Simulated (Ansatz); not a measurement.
Sb under strain

These are results of DFT r2SCAN, scalar-relativistic, plane waves, PAW (Ansatz 0.2.0), not measurements. (500 eV cutoff, 16×16×16 k-mesh, Gaussian smearing of 0.10 eV, no spin polarisation)

Reference structure (relaxed):

```yaml
crystal:
  lattice:
    - [3.08753, 0.00000, 0.00000]
    - [0.00000, 3.08753, 0.00000]
    - [0.00000, 0.00000, 3.08753]
  atoms:
    - { symbol: Sb, position: [0.00000, 0.00000, 0.00000] }
```

Deformation: biaxial strain in the a-b plane, with the length and tilt of c and the atoms relaxed, all within the symmetry that the strain leaves. Energies are extrapolated to zero smearing. On this cell's mesh the reference holds a stress of up to 0.19 GPa.

A cell with an odd number of electrons and no spin polarisation is a metal by construction and may be lower with spin.

```tsv
strain (%)	ΔE (meV/atom)	a (Å)	b (Å)	c (Å)
-3.0	30.6	2.995	2.995	3.101
-2.0	12.6	3.026	3.026	3.092
-1.0	2.6	3.057	3.057	3.088
+0.0	0.0	3.088	3.088	3.088
+1.0	3.6	3.118	3.118	3.077
+2.0	12.2	3.149	3.149	3.062
+3.0	23.9	3.180	3.180	3.046
```

**Question.** What stiffness (1/V) d²E/dε² at zero strain does a cubic fit over all points give?

**Answer.** A cubic fit gives (1/V) d²E/dε² = 329 GPa at zero strain (twice the biaxial modulus).

**Question.** How does the free axis c answer a small strain?

**Answer.** Between the innermost points its strain is -0.18 times the applied one.

This simple cubic form isn't the element's structure at ambient conditions.